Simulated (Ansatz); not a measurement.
AlV in space group Cmmm (No. 65; Al on 2a, V on 2c) under volume change, the program Ansatz at the PBEsol level (PAW), shape and atoms relaxed at each volume.

```csv
V (Å³/atom),E − E(relaxed) (meV/atom),P (GPa)
12.593,62.7,17.45
13.008,26.4,10.73
13.423,6.3,4.96
13.839,0.0,0.00
14.254,5.7,-4.27
14.669,21.6,-7.93
15.084,46.3,-11.09
```

Question: What does a third-order Birch–Murnaghan fit give for V₀, B₀ and B′?

Answer: V₀ = 13.84 Å³/atom, B₀ = 153 GPa, B′ = 4.0.

The first step of the workflow began from a Materials Project structure, measured or hypothetical; the Crystallography Open Database copy checked does not list it. With Al and V taken as one species the cell has the higher symmetry I4/mmm, so it may be an ordered model of a mixed-site phase. Its standing as an ambient phase is unchecked. Symmetry was held in the PBEsol relaxation; whether a distortion lowers the energy is not shown. The run is not spin-polarised.

Potentials: the later of the program's two PAW sets.
